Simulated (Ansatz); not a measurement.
**TiAl: pressure against volume**

TiAl, P4/mmm, a = 2.795 Å, c = 4.039 Å. The structure is a COD entry; whether it is the stable form wasn't checked. Ansatz: PBEsol, PAW, 420 eV, Γ-centred 14×14×10 mesh on 2 atoms, Gaussian smearing 0.10 eV; no spin polarisation. Shape and atoms are relaxed at each volume; pressure is positive in compression.

| V (Å³/atom) | P (GPa) |
| --- | --- |
| 13.884 | 19.68 |
| 14.357 | 13.63 |
| 14.831 | 8.40 |
| 15.304 | ? |
| 15.777 | -0.02 |
| 16.250 | -3.38 |
| 16.724 | -6.28 |
| 17.355 | -9.54 |

Question: Take V0 = 15.777 Å³/atom, count pressures from its P0 = -0.02 GPa, fit the third-order Birch–Murnaghan form to the other rows, and predict the missing pressure.

Answer: With the Eulerian strain f = ½[(V0/V)^(2/3) − 1] and y = (P − P0)/[3f(1 + 2f)^(5/2)], the form is the line y = B0 + 1.5 B0 (B0′ − 4) f. Rows (f, y): 0.04447, 119.3; 0.03245, 119.8; 0.02104, 120.3; -0.00975, 120.7; -0.01906, 120.7; -0.03079, 120.8. Means f = 0.006393, y = 120.27; Σ(Δf)² = 0.004634, ΣΔfΔy = -0.08634; the slope is their ratio. y = 120.4 − 18.63 f GPa, so B0 = 120.4 GPa and B0′ = 4 + 2 × (-18.63)/(3 × 120.4) = 3.90. At V = 15.304, f = 0.01025, y = 120.21 and P = 3.87 GPa. The run gave 3.88 GPa, so the fit is 0.01 GPa too low, within the rms miss on the fitted rows (0.02 GPa).